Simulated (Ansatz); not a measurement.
Field gradients at the nuclei in ZnSeO3

The cell is a Materials Project structure (computed, not necessarily an observed phase), taken as it stands.

Space group Pnma (No. 62); a = 6.0040, b = 7.8105, c = 5.1358 Å.

| site | Wyckoff | site symmetry | x | y | z |
| --- | --- | --- | --- | --- | --- |
| Zn | 4b | -1 | 0.0000 | 0.5000 | 0.5000 |
| Se | 4c | .m. | 0.9716 | 0.7500 | 0.0153 |
| O9 | 8d | 1 | 0.1889 | 0.4219 | 0.8664 |
| O17 | 4c | .m. | 0.0783 | 0.2500 | 0.3199 |

One atom of each set is listed.

All values are calculated (Ansatz; DFT, PBE, plane waves and PAW, scalar-relativistic, 420 eV cutoff, Γ-centred 4×3×4 k-points, Fermi–Dirac smearing 0.02 eV), not measured.

V_zz is the principal component of the electric field gradient with the largest magnitude, η = (V_xx − V_yy)/V_zz and C_Q = eQV_zz/h.

⁶⁷Zn: I = 5/2, Q = 122.0 mb; 17O: I = 5/2, Q = -25.58 mb. Quadrupole moments are those of Pyykkö's year-2017 table.

(1) What field gradients does the calculation give at each kind of site?

Results:

(1) 

| site | atoms | first shell | V_zz (10²¹ V/m²) | η | C_Q (MHz) |
| --- | --- | --- | --- | --- | --- |
| Zn | 4 | 6 O at 2.08–2.28 Å | -4.13 | 0.57 | -12.2 |
| Se | 4 | 3 O at 1.75–1.76 Å | -32.8 | 0.11 | – |
| O9 | 8 | 1 Se at 1.76 Å, 2 Zn at 2.08–2.28 Å | 12.50 | 0.71 | -7.73 |
| O17 | 4 | 1 Se at 1.75 Å, 2 Zn at 2.21 Å | 13.16 | 0.68 | -8.14 |

At O9 and O17 V_zz points along its shortest bond, to Se (within 6°) in each case. At Se V_zz stands upright on the plane through its three neighbours (within 3°).

Se has no stable isotope with a ground-state quadrupole moment in the table, so no C_Q is given.
